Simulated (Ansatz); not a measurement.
Ga2Pt:
```
CELL_PARAMETERS angstrom
      0.00000     3.61082     3.61082
      3.61082     0.00000     3.61082
      3.61082     3.61082     0.00000
ATOMIC_POSITIONS crystal
  Ga 0.62500 0.62500 0.62500
  Ga 0.12500 0.62500 0.62500
  Ga 0.62500 0.12500 0.62500
  Ga 0.62500 0.62500 0.12500
  Pt 0.25000 0.25000 0.25000
  Pt 0.00000 0.00000 0.00000
```

Relaxed with r²SCAN. Special points in fractions of this cell's reciprocal vectors: Γ (0.000, 0.000, 0.000); X (0.500, 0.000, 0.500); U (0.625, 0.250, 0.625); K (0.375, 0.375, 0.750); L (0.500, 0.500, 0.500); W (0.500, 0.250, 0.750).

**Question.** List the band energies nearest the Fermi level at these points for r²SCAN in the plane-wave PAW code Ansatz.

**Answer.** In eV from the Fermi level; about four levels below and three above (degenerate sets whole), none deeper than 8.9 eV; points with the same levels are listed once.

| k | below | above |
|---|---|---|
| Γ | -1.45 -0.93 -0.93 -0.93 | 0.48 0.48 0.48 |
| X | -2.40 -2.40 -1.47 -1.47 | 3.62 3.62 3.86 3.86 |
| U | -2.39 -2.21 -1.35 -0.33 | 1.23 2.13 2.56 |
| L | -1.10 -1.10 -0.31 -0.31 | 0.82 2.94 3.10 |
| W | -2.53 -2.53 -0.60 -0.60 | 0.71 0.71 3.86 3.86 |

Space group Fd-3m (cubic Laves (MgCu2 type)). The cell is a constructed one: a structure type filled with these elements; neither database checked (COD, Materials Project) lists it. COD files the formula under space group No. 225, so this cell is another polymorph or a model. Whether it is the stable phase at ambient conditions was not checked. Symmetry was held in the r²SCAN relaxation; whether a distortion lowers the energy is not shown. The run is not spin-polarised. Spin–orbit coupling is left out wherever it is not named.

Potentials: the earlier of the program's two PAW sets.
